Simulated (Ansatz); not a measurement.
Input file for Ansatz (a program for electronic structure):

Ansatz 0.2 input:
```yaml
crystal:
  lattice:
    - [0.0, 2.7327549874, 2.7327549874]
    - [2.7327549874, 0.0, 2.7327549874]
    - [2.7327549874, 2.7327549874, 0.0]
  atoms:
    - { symbol: Mg, position: [0.5, 0.5, 0.5] }
    - { symbol: Se, position: [0.0, 0.0, 0.0] }
kpoints:
  mp_grid: { grid: [7, 7, 7] }
hamiltonian:
  xc: hse06
  pseudopotentials: { kind: paw }
magnetization: { noncollinear: true, spin_orbit: true }
scf:
  n_extra_bands: 12
  occupations: { method: gaussian, width: 0.02 }
output:
  eigenvalues: true
  eigenstates:
    e_range: [-9.0, 12.0]
    kpoints:
      - [0.0, 0.0, 0.0]  # VBM
      - [0.5, 0.0, 0.5]  # CBM
      - [0.0, 0.0, 0.0]  # GAMMA
      - [0.5, 0.0, 0.5]  # X
      - [0.5, 0.5, 0.5]  # L
      - [0.5, 0.25, 0.75]  # W
      - [0.375, 0.375, 0.75]  # K
      - [0.625, 0.25, 0.625]  # U
```

Output (shortened):

```
Pseudopotential: Mg, paw_fr, valence charge 10
Pseudopotential: Se, paw_fr, valence charge 16
Functional definition: HSE06
non-collinear run that drives no moment, with spin-orbit …
Crystal: 2 atoms, lattice volume = 40.816 Å³
Basis set: ecut = 420 eV, 821 PW (Γ)
Bands: 38, of which v1, the nominal top of the filled ones, is band 26 counted from 1 (25 counted from 0)
Symmetry: 48 space group operations + 48 with time reversal
k-points: 20 of 343
Projection manifold: j_resolved (fully-relativistic pseudo-atomic orbitals)
SCF iter   1: F=—  HF=-7395.704617 eV  |F-HF|=—  |Δ(HF+E_count)|=         —  Δρ=4.70e-2  dr2=5.34e-1  dr2_m=0.00e0 (ungated)  ethr=1.00e-1  |M|=0.00e0 ∫|m|=0.00e0 μB  |m|>n=0.0e0 m-floor=0.0e0 τ_xc=0.0e0  β_m=0.30  ⟨swp⟩=6.2  Hψ=2614  notcnv=0
preconditioner: auto → none
SCF iter   2: F=—  HF=-7395.579628 eV  |F-HF|=—  |Δ(HF+E_count)|=   1.25e-1  Δρ=2.88e-2  dr2=1.85e-1  dr2_m=0.00e0 (ungated)  ethr=2.05e-3  |M|=0.00e0 ∫|m|=0.00e0 μB  |m|>n=0.0e0 m-floor=0.0e0 τ_xc=0.0e0  β_m=0.48  ⟨swp⟩=3.5  Hψ=1716  notcnv=0  defer=8
iter 3 solved again at ethr=3.62e-5 eV; its pass at ethr=7.13e-4 eV (dr2=9.41e-3 eV) is discarded
SCF iter   3: F=—  HF=-7395.556808 eV  |F-HF|=—  |Δ(HF+E_count)|=   2.28e-2  Δρ=6.31e-3  dr2=9.27e-3  dr2_m=0.00e0 (ungated)  ethr=3.62e-5  |M|=0.00e0 ∫|m|=0.00e0 μB  |m|>n=0.0e0 m-floor=0.0e0 τ_xc=0.0e0  β_m=0.58  ⟨swp⟩=2.6  Hψ=3416  notcnv=0  defer=8
SCF iter   4: F=-7395.560535 eV  HF=-7395.560383 eV  |F-HF|=1.51e-4  |Δ(HF+E_count)|=   3.58e-3  Δρ=7.69e-4  dr2=1.92e-4  dr2_m=0.00e0 (ungated)  ethr=3.57e-5  |M|=0.00e0 ∫|m|=0.00e0 μB  |m|>n=0.0e0 m-floor=0.0e0 τ_xc=0.0e0  ⟨swp⟩=3.8  Hψ=1796  notcnv=0  defer=8
SCF 1 stopped early in 4 iterations: F = -7395.560535 eV  dr2 = 1.92e-4
Crystal: 2 atoms, lattice volume = 40.816 Å³
Projection manifold: j_resolved (fully-relativistic pseudo-atomic orbitals)
Exchange kernel: α = 0.2500, screened, ω = 0.2079 Å⁻¹, Wigner–Seitz truncation, v(0) = 1046.8900 eV·Å³, q-mesh 7×7×7, nearest image of the exchange supercell L …
Frozen-core exchange: fock
SCF iter   1: F=—  HF=-7396.584333 eV  |F-HF|=—  |Δ(HF+E_count)|=         —  Δρ=4.36e-3  dr2=5.76e-3  dr2_m=0.00e0 (ungated)  ethr=7.39e-6  |M|=0.00e0 ∫|m|=0.00e0 μB  |m|>n=0.0e0 m-floor=0.0e0 τ_xc=0.0e0  β_m=0.30  ⟨swp⟩=5.5  Hψ=3168  notcnv=0
preconditioner: auto → none
SCF iter   2: F=—  HF=-7396.579855 eV  |F-HF|=—  |Δ(HF+E_count)|=   4.48e-3  Δρ=2.60e-3  dr2=1.59e-3  dr2_m=0.00e0 (ungated)  ethr=7.39e-6  |M|=0.00e0 ∫|m|=0.00e0 μB  |m|>n=0.0e0 m-floor=0.0e0 τ_xc=0.0e0  β_m=0.50  ⟨swp⟩=3.0  Hψ=2000  notcnv=0
SCF iter   3: F=—  HF=-7396.578637 eV  |F-HF|=—  |Δ(HF+E_count)|=   1.22e-3  Δρ=4.58e-4  dr2=3.15e-4  dr2_m=0.00e0 (ungated)  ethr=4.09e-6  |M|=0.00e0 ∫|m|=0.00e0 μB  |m|>n=0.0e0 m-floor=0.0e0 τ_xc=0.0e0  β_m=0.52  ⟨swp⟩=3.0  Hψ=1934  notcnv=0
SCF iter   4: F=—  HF=-7396.582348 eV  |F-HF|=—  |Δ(HF+E_count)|=   3.71e-3  Δρ=5.25e-4  dr2=5.86e-5  dr2_m=0.00e0 (ungated)  ethr=2.09e-7  |M|=0.00e0 ∫|m|=0.00e0 μB  |m|>n=0.0e0 m-floor=0.0e0 τ_xc=0.0e0  β_m=0.52  ⟨swp⟩=4.1  Hψ=2434  notcnv=0
SCF iter   5: F=—  HF=-7396.582320 eV  |F-HF|=—  |Δ(HF+E_count)|=   2.78e-5  Δρ=8.59e-5  dr2=4.35e-6  dr2_m=0.00e0 (ungated)  ethr=2.09e-7  |M|=0.00e0 ∫|m|=0.00e0 μB  |m|>n=0.0e0 m-floor=0.0e0 τ_xc=0.0e0  β_m=0.63  ⟨swp⟩=3.0  Hψ=1646  notcnv=0
SCF iter   6: F=-7396.582348 eV  HF=-7396.582349 eV  |F-HF|=1.37e-7  |Δ(HF+E_count)|=   2.86e-5  Δρ=3.57e-5  dr2=3.02e-7  dr2_m=0.00e0 (ungated)  ethr=7.85e-9  |M|=0.00e0 ∫|m|=0.00e0 μB  |m|>n=0.0e0 m-floor=0.0e0 τ_xc=0.0e0  ⟨swp⟩=4.1  Hψ=1922  notcnv=0  defer=2
SCF 2 stopped early in 6 iterations: F = -7396.582348 eV  dr2 = 3.02e-7
hybrid outer 1: dexx = +4.165e-3 eV, tail = 5.56e-5 eV
Crystal: 2 atoms, lattice volume = 40.816 Å³
Projection manifold: j_resolved (fully-relativistic pseudo-atomic orbitals)
Exchange kernel: α = 0.2500, screened, ω = 0.2079 Å⁻¹, Wigner–Seitz truncation, v(0) = 1046.8900 eV·Å³, q-mesh 7×7×7, nearest image of the exchange supercell L …
Frozen-core exchange: fock
SCF iter   1: F=—  HF=-7396.582426 eV  |F-HF|=—  |Δ(HF+E_count)|=         —  Δρ=4.10e-5  dr2=2.89e-7  dr2_m=0.00e0 (ungated)  ethr=1.07e-6  |M|=0.00e0 ∫|m|=0.00e0 μB  |m|>n=0.0e0 m-floor=0.0e0 τ_xc=0.0e0  β_m=0.30  ⟨swp⟩=4.0  Hψ=1630  notcnv=0
preconditioner: auto → none
SCF iter   2: F=—  HF=-7396.582426 eV  |F-HF|=—  |Δ(HF+E_count)|=   7.31e-9  Δρ=2.21e-5  dr2=1.04e-7  dr2_m=0.00e0 (ungated)  ethr=1.04e-9  |M|=0.00e0 ∫|m|=0.00e0 μB  |m|>n=0.0e0 m-floor=0.0e0 τ_xc=0.0e0  β_m=0.65  ⟨swp⟩=4.0  Hψ=2266  notcnv=0
iter 3 solved again at ethr=3.08e-12 eV; its pass at ethr=3.33e-10 eV (dr2=8.01e-10 eV) is discarded
SCF iter   3: F=-7396.582426 eV  HF=-7396.582426 eV  |F-HF|=1.11e-8  |Δ(HF+E_count)|=   1.08e-8  Δρ=2.05e-6  dr2=1.35e-8  dr2_m=0.00e0 (ungated)  ethr=3.08e-12  |M|=0.00e0 ∫|m|=0.00e0 μB  |m|>n=0.0e0 m-floor=0.0e0 τ_xc=0.0e0  ⟨swp⟩=4.2  Hψ=3554  notcnv=0
SCF 3 converged in 3 iterations: F = -7396.582426 eV  dr2 = 1.35e-8
hybrid outer 2: dexx = +1.656e-7 eV, tail = 6.91e-8 eV, Δε = 2.63e-3 eV (about 2.29e-4 eV left of the loop's levels)
NSCF: frozen V_eff on 8 k-points
hybrid SCF converged: 2 outer / 9 inner (+4 warm-up), last move |dexx| = 1.66e-7 eV, tail = 6.91e-8 eV
Stability not checked (fock_operator)
Magnetization: |M| = 0.0000 μB,  M = (+0.0000, +0.0000, +0.0000) μB
Absolute magnetization: 0.0000 μB (∫|m|)
  site 0: m = (+0.0000, +0.0000, +0.0000) μB, |m| = 0.0000 μB  (R = 1.13 Å)
  site 1: m = (+0.0000, +0.0000, +0.0000) μB, |m| = 0.0000 μB  (R = 1.13 Å)
Free energy (F): -7396.582426 eV
Frozen-core exchange: fock
Harris-Foulkes:  -7396.582426 eV  (|F-HF|=1.11e-8)
Internal energy: -7396.582426 eV  (E = F + TS)
E sigma→0 (E₀):  -7396.582426 eV
Fermi energy:    8.602507 eV
--- Per-component energies (eV) ---
  E_band       = -786.699227
  E_kinetic    = 196.316612
  E_local      = -3834.003462  (includes V_loc(G=0)·N_el)
  E_nonlocal   = -502.543832
  E_hartree    = 1691.714291
  E_xc         = -108.762691
  E_vxc        = -110.677242  (∫ρ·V_xc dr)
  E_exx        = -119.866484  (= α·E_x^exact, valence–valence)
  E_paw        = -2108.820347  (= ΣΔE_a)
  E_vpaw       = 320.515754  (= ΣTr[D̂ρ^β])
  E_aug_tail   = -0.000605  (compensation charges beyond the density's cutoff)
  E_ewald      = -2609.511639
  E_core_change = -1.104267  (= ΣΔE_core)
  E_smearing   =  0.000000  (= −TS)
  E_closure    =  0.000000  (closes the sum)
  Σ components = -7396.582426   (vs F -7396.582426, Δ=0.00e0)
  [band-id]    e_kinetic+e_local+e_nonlocal+2·e_hartree+e_vxc+2·e_exx+e_vpaw+e_augmentation_tail = -786.697162   (vs E_band -786.699227, Δ=2.07e-3)
--- Band table (eV; the first three rows and the last of 20) ---
  k-point 0: bands = ["-73.3012", "-73.3012", "-43.2738", "-43.2738", "-43.2738", "-43.2738", "-42.3625", "-42.3625", "-42.3625", "-42.3625", "-42.3591", "-42.3591", "-38.3914", "-38.3914", "-38.0963", "-38.0963", "-38.0963", "-38.0963", "-7.0261", "-7.0261", …
  k-point 1: bands = ["-73.3012", "-73.3012", "-43.2738", "-43.2738", "-43.2738", "-43.2738", "-42.3625", "-42.3625", "-42.3624", "-42.3624", "-42.3591", "-42.3591", "-38.3917", "-38.3917", "-38.0968", "-38.0968", "-38.0963", "-38.0963", "-6.8353", "-6.8353", …
  k-point 2: bands = ["-73.3011", "-73.3011", "-43.2738", "-43.2738", "-43.2737", "-43.2737", "-42.3625", "-42.3625", "-42.3623", "-42.3623", "-42.3590", "-42.3590", "-38.3922", "-38.3922", "-38.0979", "-38.0979", "-38.0963", "-38.0963", "-6.3451", "-6.3451", …
  k-point 19: bands = ["-73.3009", "-73.3009", "-43.2736", "-43.2736", "-43.2735", "-43.2735", "-42.3623", "-42.3623", "-42.3622", "-42.3622", "-42.3588", "-42.3588", "-38.3935", "-38.3935", "-38.0990", "-38.0990", "-38.0979", "-38.0979", "-5.4186", …
```

Cost: roughly 11 core-minutes on shared cores.

The points marked VBM and CBM come from a semilocal run.

Space group Fm-3m (rock salt). The cell was relaxed with HSE06 under the symmetry of its start.

Potentials: the later of the program's two PAW sets.

Ansatz is a plane-wave DFT program.
